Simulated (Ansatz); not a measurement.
Values for one crystal, relaxed and computed with DFT-PBE in the program Ansatz with PAW potentials; other levels are named.

| Property | Result |
|---|---|
| Volume per atom | 14.11 Å³ |
| Electronic character | metallic (no gap) |
| Density of states at the Fermi level | 0.42 states/eV per atom (mean over ±0.08 eV) |
| Formation energy from the elements (no fitted shifts) | -0.19 eV/atom |

Problem. Which compound is it?
A) CoSi, P2_13 (Co on 4a, Si on 4a)
B) Co5Ge7, I4mm (Pearson symbol tI24)
C) CoSi2, fluorite or antifluorite type
D) CoC6, Amm2 (Pearson symbol oS14)

Solution. B, Co5Ge7, I4mm (Pearson symbol tI24)

The start of the workflow was typed in or built on a structure type; neither database checked (COD, Materials Project) lists it. Its standing as an ambient phase is unchecked. The cell was relaxed with PBE under the symmetry of its start; whether a distortion lowers the energy is not shown. The workflow began spin-polarised and lost its moments. The references are the lowest solids computed at this level, not always the standard phases. Scalar-relativistic: spin–orbit coupling is off unless named, which matters more the heavier the elements.

Potentials: the earlier of the program's two PAW sets.
